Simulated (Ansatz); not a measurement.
Consider the following.

Pb3O4:
```xyz
14
Lattice="6.9538 0.0000 0.0000 0.0000 9.9471 0.0000 0.0000 0.0000 3.4495" Properties=species:S:1:pos:R:3 pbc="T T T"
Pb     0.0509     8.0566     0.0000
Pb     6.9030     1.8905     0.0000
Pb     3.5278     6.8640     0.0000
Pb     3.4261     3.0830     0.0000
Pb     0.0000     4.9735     1.7247
Pb     3.4769     0.0000     1.7247
O      5.8700     5.8910     0.0000
O      1.0838     4.0561     0.0000
O      2.3931     9.0296     0.0000
O      4.5607     0.9175     0.0000
O      5.9145     3.0776     1.7247
O      1.0393     6.8694     1.7247
O      2.4376     1.8959     1.7247
O      4.5162     8.0512     1.7247
```

This is the r²SCAN-relaxed structure. x, y and z are the axes in which the lattice vectors are written.

Problem. All from the program Ansatz at the r²SCAN level (PAW), unless another level is named. Estimate the formation energy from the elements (no fitted shifts).

Solution. -1.11 eV/atom.

Problem. Give the electron effective mass.

Solution. 0.50, 0.53, 0.71 mₑ (principal values).

Problem. What about the hole effective mass?

Solution. 0.42, 0.49, 0.89 mₑ (principal values).

Problem. Give the band gap.

Solution. 1.35 eV (indirect).

Problem. Predict the valence-band maximum.

Solution. at Z (k = 0.000, 0.000, 0.500 in fractions of the reciprocal vectors).

Space group Pbam. The workflow started from a Materials Project entry (that database holds measured and hypothetical structures alike); the Crystallography Open Database files this formula in space group No. 55, but the cells were not matched. Whether it is the stable phase at ambient conditions was not checked. Symmetry was held in the r²SCAN relaxation; whether a distortion lowers the energy is not shown. The references are the lowest solids computed at this level, not always the standard phases (solids in place of the gases). Scalar-relativistic: spin–orbit coupling is off unless named, which matters more the heavier the elements.

Potentials: the later of the program's two PAW sets.
